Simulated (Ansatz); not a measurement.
GaN (wurtzite), relaxed with r²SCAN (Ansatz, a first-principles code, plane waves, PAW): a = 3.183 Å, b = 3.183 Å, c = 5.184 Å, α = 90.00°, β = 90.00°, γ = 120.00°.

- gap (eV): 2.35
- ΔH_f (eV/atom): -0.64
- B₀ by P(V) fit (GPa): 196
- electron conductivity mass (mₑ): 0.18

The same phase is relaxed and computed with PBE in the same code. What are the cell and these values now?

a = b = 3.2185 Å, c = 5.2432 Å, α = β = 90.00°, γ = 120.00°.

gap (eV): 1.71
ΔH_f (eV/atom): -0.43
B₀ by P(V) fit (GPa): 172
electron conductivity mass (mₑ): 0.15

All cells were relaxed under the symmetry of their starts (and spin orders); stability against distortions was not tested throughout. Scalar-relativistic: spin–orbit coupling is off unless named, which matters more the heavier the elements.

Potentials: the earlier of the program's two PAW sets.

Ansatz is a plane-wave DFT program.

Formation energies count from the lowest solids of the elements computed at the same level, not from gases.
